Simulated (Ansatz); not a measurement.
## TaCuN₂: levels along high-symmetry lines

```yaml
crystal:
  lattice:
    - [1.56800, 0.90529, 5.81267]
    - [-1.56800, 0.90529, 5.81267]
    - [0.00000, -1.81057, 5.81267]
  atoms:
    - { symbol: Ta, position: [0.50000, 0.50000, 0.50000] }
    - { symbol: Cu, position: [0.00000, 0.00000, 0.00000] }
    - { symbol: N, position: [0.11900, 0.11900, 0.11900] }
    - { symbol: N, position: [0.88100, 0.88100, 0.88100] }
```

Atom numbers follow the list: Ta1, Cu2, N3, N4.

The geometry is COD entry 4030363, unchecked; take it as a test cell.

Spin–orbit coupling is left out, though it moves levels of the heavy atoms by tenths of an eV or more.

Level of theory: DFT, PBEsol, all-electron LAPW, scalar-relativistic (Ansatz 0.2.0).

Sampling and basis: a Γ-centred 12×12×12 k mesh, Fermi–Dirac smearing of 0.05 eV, basis error target 1 meV/atom, no spin polarisation.

Points in fractions of the reciprocal vectors of this cell: Γ (0, 0, 0), T (0.5, 0.5, 0.5), H2 (0.817, 0.183, 0.5), H0 (0.5, -0.183, 0.183), L (0.5, 0, 0), S0 (0.341, -0.341, 0), S2 (0.659, 0, 0.341), F (0.5, 0, 0.5). The path runs Γ–T–H2–H0–L–Γ–S0–S2–F. Energies are in eV from the top of the valence band; (×n) counts levels within 4 meV of each other, which need not be degenerate by symmetry.

Is there a gap?

0.85 eV.

List the levels between -8 and 6 eV at the symmetry points.


Γ: -7.22, -6.57 (×2), -3.21, -2.45, -1.91 (×2), -1.66 (×2), -0.45 (×2), 1.36, 1.63 (×2), 4.45
T: -6.54 (×2), -6.09, -4.45, -2.89, -2.04 (×2), -1.90 (×2), 0.00 (×2), 1.59 (×2), 2.64, 4.07
H2: -5.78, -5.64, -5.06, -3.88, -3.01, -2.47, -1.97, -1.79, -1.70, -0.81, -0.71, 1.07, 3.74, 4.12, 4.16, 5.23
H0: -5.78, -5.64, -5.06, -3.88, -3.01, -2.47, -1.97, -1.79, -1.70, -0.81, -0.71, 1.07, 3.74, 4.12, 4.16, 5.23
L: -7.32, -4.64, -4.60, -3.49, -3.09, -2.64, -2.45, -1.41, -1.13, -1.09, -0.36, 1.05, 3.16, 3.43, 3.97, 5.09
S0: -5.78, -5.49, -5.21, -3.91, -2.99, -2.43, -1.96, -1.78, -1.76, -0.77, -0.72, 1.03, 3.92, 4.05, 4.29, 5.04
S2: -5.78, -5.49, -5.21, -3.91, -2.99, -2.43, -1.96, -1.78, -1.76, -0.77, -0.72, 1.03, 3.92, 4.05, 4.29, 5.04
F: -7.50, -4.75, -4.34, -3.87, -2.49, -2.06, -1.90, -1.81, -1.61, -1.41, -0.90, 2.16, 2.61, 2.86, 3.46, 5.65

Kohn–Sham gaps of semilocal functionals usually fall short of measured ones.
